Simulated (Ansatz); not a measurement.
An Ansatz (an electronic-structure program) run. Input:

Ansatz 0.2 input:
```yaml
crystal:
  lattice:
    - [3.5295349634, 0.0, 0.0]
    - [-1.7647674817, 3.0566669419, 0.0]
    - [0.0, 0.0, 3.599275433]
  atoms:
    - { symbol: Zr, position: [0.0, 0.0, 0.0] }
    - { symbol: Se, position: [0.3333333333, 0.6666666667, 0.5] }
kpoints:
  mp_grid: { grid: [13, 13, 11] }
hamiltonian:
  xc: pbesol
  pseudopotentials: { kind: paw }
scf:
  occupations: { method: fermi_dirac, width: 0.1 }
phonons:
  method: dfpt
  response_accuracy: low
  eigenvectors: true
  rigid_motions: translations
```

Output (shortened):

```
Pseudopotential: Zr, paw, valence charge 12
Pseudopotential: Se, paw, valence charge 16
Functional definition: PBEsol
Crystal: 2 atoms, lattice volume = 38.831 Å³
Basis set: ecut = 420 eV, 763 PW (Γ), exchange–correlation on 48×48×50 points (8 copies of the dense FFT grid, shifted against one another)
Bands: 18, of which v1, the nominal top of the filled ones, is band 14 counted from 1 (13 counted from 0)
Symmetry: 12 space group operations
k-points: 294 of 1859 (irreducible under 4 space group operations, time reversal used)
SCF iter   1: F=—  HF=-9555.801889 eV  |F-HF|=—  |Δ(HF+E_count)|=         —  Δρ=4.61e-3  dr2=5.06e-3  ethr=1.77e-3  ⟨swp⟩=5.0  Hψ=22139  notcnv=0
preconditioner: auto → none
SCF iter   2: F=—  HF=-9555.801368 eV  |F-HF|=—  |Δ(HF+E_count)|=   5.21e-4  Δρ=2.80e-3  dr2=2.05e-3  ethr=1.81e-5  ⟨swp⟩=2.7  Hψ=10824  notcnv=0
SCF iter   3: F=—  HF=-9555.801364 eV  |F-HF|=—  |Δ(HF+E_count)|=   4.44e-6  Δρ=2.85e-4  dr2=3.47e-5  ethr=7.31e-6  ⟨swp⟩=2.0  Hψ=6771  notcnv=0
SCF iter   4: F=—  HF=-9555.801352 eV  |F-HF|=—  |Δ(HF+E_count)|=   1.14e-5  Δρ=6.16e-5  dr2=1.00e-6  ethr=1.24e-7  ⟨swp⟩=2.0  Hψ=9123  notcnv=0
SCF iter   5: F=—  HF=-9555.801351 eV  |F-HF|=—  |Δ(HF+E_count)|=   8.10e-7  Δρ=1.33e-5  dr2=6.00e-8  ethr=3.58e-9  ⟨swp⟩=2.0  Hψ=9360  notcnv=0
SCF iter   6: F=—  HF=-9555.801351 eV  |F-HF|=—  |Δ(HF+E_count)|=   1.64e-8  Δρ=3.46e-6  dr2=2.81e-9  ethr=2.14e-10  ⟨swp⟩=2.0  Hψ=9144  notcnv=0
SCF iter   7: F=—  HF=-9555.801351 eV  |F-HF|=—  |Δ(HF+E_count)|=  3.31e-10  Δρ=4.60e-7  dr2=2.66e-11  ethr=1.01e-11  ⟨swp⟩=2.0  Hψ=9484  notcnv=0
SCF iter   8: F=-9555.801351 eV  HF=-9555.801351 eV  |F-HF|=0.00e0  |Δ(HF+E_count)|=  2.91e-11  Δρ=9.17e-8  dr2=8.36e-13  ethr=1.00e-12  ⟨swp⟩=5.2  Hψ=23139  notcnv=0
SCF 1 converged in 8 iterations: F = -9555.801351 eV  dr2 = 8.36e-13
DFPT response loops at Γ: preconditioner auto → Kerker (q_TF=auto, 2.584 Å⁻¹) (partly filled bands, converged f_vac=0.000) …
SCF converged after 8 iterations
Free energy (F): -9555.801351 eV
Harris-Foulkes:  -9555.801351 eV  (|F-HF|=0.00e0)
Internal energy: -9555.791564 eV  (E = F + TS)
E sigma→0 (E₀):  -9555.796458 eV
Entropy (-TS):   -0.009787 eV (-4.893 meV/atom)
Fermi energy:    15.183270 eV
--- Per-component energies (eV) ---
  E_band       = -386.791830
  E_kinetic    = 455.899378
  E_local      = -2723.083013  (includes V_loc(G=0)·N_el)
  E_nonlocal   = -511.315667
  E_hartree    = 1273.743148
  E_xc         = -266.335709
  E_vxc        = -291.907199  (∫ρ·V_xc dr)
  E_paw        = -4768.144811  (= ΣΔE_a)
  E_vpaw       = 136.128979  (= ΣTr[D̂ρ^β])
  E_aug_tail   = -0.000588  (compensation charges beyond the density's cutoff)
  E_ewald      = -3017.728473
  E_core_change = 1.174171  (= ΣΔE_core)
  E_smearing   = -0.009787  (= −TS)
  E_closure    = 0.000000  (closes the sum)
  Σ components = -9555.801351   (vs F -9555.801351, Δ=0.00e0)
  [band-id]    e_kinetic+e_local+e_nonlocal+2·e_hartree+e_vxc+e_vpaw+e_augmentation_tail = -386.791814   (vs E_band -386.791830, Δ=1.59e-5)
--- Band table (eV; the first three rows and the last of 294) ---
  k-point 0: bands = ["-34.1075", "-33.6978", "-33.6978", "-33.6941", "-33.6820", "-33.6820", "-12.2639", "-12.0084", "-12.0084", "-0.4025", "11.9419", "11.9419", "12.1676", "12.5730", "17.0265", "17.0265", "17.2721", "18.0218"]
  k-point 1: bands = ["-34.1063", "-33.6979", "-33.6979", "-33.6941", "-33.6820", "-33.6820", "-12.2876", "-12.0066", "-12.0066", "-0.3191", "11.2546", "11.9818", "11.9818", "13.3593", "16.5605", "16.5605", "17.5152", "18.3756"]
  k-point 2: bands = ["-34.1029", "-33.6980", "-33.6980", "-33.6940", "-33.6820", "-33.6820", "-12.3504", "-12.0018", "-12.0018", "-0.0865", "10.1170", "12.0885", "12.0885", "14.2526", "15.9059", "15.9059", "18.0988", "18.5698"]
  k-point 293: bands = ["-34.0811", "-33.6987", "-33.6932", "-33.6825", "-33.6807", "-33.6793", "-12.4312", "-12.2553", "-12.1075", "1.0128", "9.2093", "9.3233", "10.9412", "14.3369", "17.6942", "17.8024", "18.2549", "20.4026"]
--- Phonons (Γ-DFPT): 4 representative perturbations + reference, on 294 of 1859 k-points (Σ response iterations 11) ---
  ASR residual: 6.795e-4 → 0.000e0 eV/Å²; symmetrization residual: 1.132e-4 eV/Å²
  ASR residual per site (eV/Å²): 6.79e-4 2.16e-4
  Γ frequencies (cm⁻¹): 0.00 0.00 0.00 238.70 240.41 240.41
  non-analytic LO–TO correction: not included (Born effective charges unavailable; polar crystals: no LO–TO splitting at Γ)
```

Cost: very roughly 60 core-seconds on shared cores.

Space group P-6m2. The first step of the workflow began from a Materials Project structure, measured or hypothetical; the Crystallography Open Database copy checked does not list it. Whether it is the stable phase at ambient conditions was not checked. Symmetry was held in the PBEsol relaxation; whether a distortion lowers the energy is not shown. No spin polarisation was allowed. As this level gives no gap, phonon frequencies hold no LO–TO term and depend on the k-mesh and smearing (Fermi–Dirac, 0.1 eV here). Spin–orbit coupling is left out wherever it is not named.

Potentials: the later of the program's two PAW sets.

Ansatz is a plane-wave DFT program.
